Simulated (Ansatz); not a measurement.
Zr3N4 in space group I-43d (No. 220; N on 16c, Zr on 12a), the program Ansatz at the PBEsol level (PAW): ε∞ = 13.2, cell volume 150.56 Å³. Infrared-active transverse modes:

```tsv
ω_TO (cm⁻¹)	oscillator strength S_xx (e²/amu)
140.4	0.001137
291.1	1.799
362.1	5.235
402.8	2.556
497.7	0.01454
```

Problem. Compute the static dielectric constant.

Solution. Each mode adds (4.921e7/V) S/ω²: 0.02, 6.94, 13.05, 5.15, 0.02. So ε0 = 38.4.

The PBEsol relaxation kept the symmetry of its start. The run is not spin-polarised. Spin–orbit coupling is left out wherever it is not named.

Potentials: the later of the program's two PAW sets.
